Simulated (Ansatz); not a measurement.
Sb$_{2}$W:
```xyz
6
Lattice="5.0641 1.8131 0.0000 -5.0641 1.8131 0.0000 -4.0820 0.0000 7.1460" Properties=species:S:1:pos:R:3 pbc="T T T"
W     -4.3713     1.8131     1.3843
W      0.2893     1.8131     5.7617
Sb     1.6491     1.8131     3.2741
Sb    -5.7311     1.8131     3.8719
Sb    -2.6501     1.8131     6.3540
Sb    -1.4319     1.8131     0.7920
```

Relaxed with PBE. Special points in fractions of this cell's reciprocal vectors: Γ (0.000, 0.000, 0.000); C (0.293, 0.293, 0.000); C2 (-0.293, 0.707, 0.000); Y2 (-0.500, 0.500, 0.000); M2 (-0.500, 0.500, 0.500); D (-0.267, 0.733, 0.500); D2 (0.267, 0.267, 0.500); A (0.000, 0.000, 0.500); L2 (0.000, 0.500, 0.500); V2 (0.000, 0.500, 0.000).

List the band energies nearest the Fermi level at these points for the program Ansatz at the PBE level (PAW).

In eV from the Fermi level; about four levels below and three above (degenerate sets whole), none deeper than 8.9 eV; points with the same levels are listed once.

```csv
k,below,above
Γ,-1.83 -1.73 -1.18 -0.42,0.67 1.70 1.85
C,-2.21 -1.85 -1.74 -0.27,0.03 0.55 0.91
Y2,-1.19 -0.71 -0.57 -0.39,1.28 1.67 1.81
M2,-1.35 -1.19 -0.97 -0.56,0.36 0.85 1.05
D,-2.64 -2.24 -1.21 -0.12,0.48 0.87 0.97
A,-2.10 -1.66 -0.94 -0.70,0.88 1.03 1.36
L2,-2.37 -2.01 -1.18 -0.58,0.41 0.86 0.97
V2,-2.59 -2.49 -2.08 -1.63,0.35 0.92 0.95
```

Space group C2/m. The start of the workflow was typed in or built on a structure type; neither database checked (COD, Materials Project) lists it. Its standing as an ambient phase is unchecked. The cell was relaxed with PBE under the symmetry of its start; its stability against distortions is not shown here. The run is not spin-polarised. The volume moved by -20 % from the start of the relaxation. Its formation energy is positive at this level, so the cell may be metastable or incomplete. Scalar-relativistic: spin–orbit coupling is off unless named, which matters more the heavier the elements.

Potentials: the earlier of the program's two PAW sets.
